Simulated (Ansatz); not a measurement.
W (bcc, W type)

```
CELL_PARAMETERS angstrom
     -1.58464     1.58464     1.58464
      1.58464    -1.58464     1.58464
      1.58464     1.58464    -1.58464
ATOMIC_POSITIONS crystal
  W  0.00000 0.00000 0.00000
```

The slice is a {211} plane (indices of the conventional cell) through the point (0.000, 0.000, 0.000) (fractional), spanned by u = [111] and v = [1 0 -1] in vectors of this cell: u (2.74 Å) and v (4.48 Å, at 90° to u). It covers one period; positions are fractions (u, v).

Calculation: r2SCAN (plane waves to 500 eV, PAW, scalar-relativistic; Ansatz, a quantum-chemistry and plane-wave program). k mesh 21×21×21. These are valence fields of a PAW run, semicore shells included where kept as valence: close to a nucleus they are smooth pseudo fields. Spin-orbit coupling is left out, though W is heavy. W is run without spin polarisation. W was relaxed with its symmetry unable to fall.

Task: What is the ELF at the midpoint of the shortest W–W line in this plane (2.74 Å)?

Result: 0.4.

Task: What is the valence density on the shortest W–W line in this plane (2.74 Å), at its midpoint?

Result: 0.41 e/Å³.

Task: Sketch the valence electron density on this plane as a map.

Result: 
```
v \ u  0.00  0.12  0.24  0.35  0.47  0.59  0.71  0.82  0.94
-----  ----  ----  ----  ----  ----  ----  ----  ----  ----
0.96    0.6   0.7   0.5  -0.1  -0.4  -0.3   0.2   0.7   0.7
0.86    0.5   0.4   0.0  -0.4  -0.5  -0.5  -0.2   0.2   0.5
0.75   -0.3  -0.4  -0.5  -0.5  -0.5  -0.5  -0.5  -0.4  -0.3
0.64   -0.5  -0.5  -0.5  -0.5  -0.5  -0.5  -0.5  -0.5  -0.5
0.54   -0.6  -0.6  -0.5  -0.4  -0.4  -0.4  -0.5  -0.5  -0.6
0.43   -0.6  -0.5  -0.5  -0.4  -0.4  -0.4  -0.5  -0.5  -0.6
0.32   -0.5  -0.5  -0.5  -0.5  -0.5  -0.5  -0.5  -0.5  -0.5
0.21   -0.1  -0.2  -0.4  -0.5  -0.5  -0.5  -0.5  -0.3  -0.1
0.11    0.7   0.6   0.2  -0.3  -0.5  -0.4  -0.1   0.5   0.7
0.00    0.5   0.7   0.5  -0.1  -0.4  -0.3   0.2   0.7   0.6
```

Values: log₁₀ of the valence density in e/Å³. The scale is logarithmic, as a density can span decades between atoms and voids.
